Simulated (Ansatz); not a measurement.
# Property card for TePdSe

TePdSe:
```
CELL_PARAMETERS angstrom
      3.87125     0.00000     0.00000
     -1.93562     3.35260     0.00000
      0.00000     0.00000     4.82912
ATOMIC_POSITIONS crystal
  Te 0.00000 0.00000 0.72274
  Pd 0.33333 0.66667 0.01107
  Se 0.66667 0.33333 0.26619
```

Space group P3m1 (No. 156); conventional cell a = b = 3.871 Å, c = 4.829 Å, α = β = 90.00°, γ = 120.00°.

Method: DFT-LDA in the program Ansatz with PAW potentials. Geometry: relaxed at this level of theory. Other levels are named where they apply.

**Cell and energy**

- Volume per atom: 20.89 Å³
- Density: 8.29 g/cm³
- Formation energy from the elements (no fitted shifts): -0.37 eV/atom

**Electronic structure**

Electronic character: metallic (no gap)
Density of states at the Fermi level: 0.46 states/eV per atom (mean over ±0.08 eV)

**Mechanics**

Bulk modulus (Birch–Murnaghan fit): 78.4 GPa
Pressure derivative B′: 7.5

**Phonons**

- Highest zone-centre frequency = 204 cm⁻¹
- Zone-centre stability = no imaginary mode at Γ

The first step of the workflow began from a Materials Project structure, measured or hypothetical; the Crystallography Open Database copy checked does not list it. With Te and Se taken as one species the cell has the higher symmetry P-3m1, so it may be an ordered model of a mixed-site phase. Its standing as an ambient phase is unchecked. The LDA relaxation kept the symmetry of its start. No spin polarisation was allowed. A crystal of weakly bound layers computed without a dispersion correction: the cell and the soft elastic constants depend strongly on that. As this level gives no gap, phonon frequencies hold no LO–TO term and depend on the k-mesh and smearing (Fermi–Dirac, 0.1 eV here). The references are the lowest solids computed at this level, not always the standard phases. Spin–orbit coupling is left out wherever it is not named.

Potentials: the later of the program's two PAW sets.
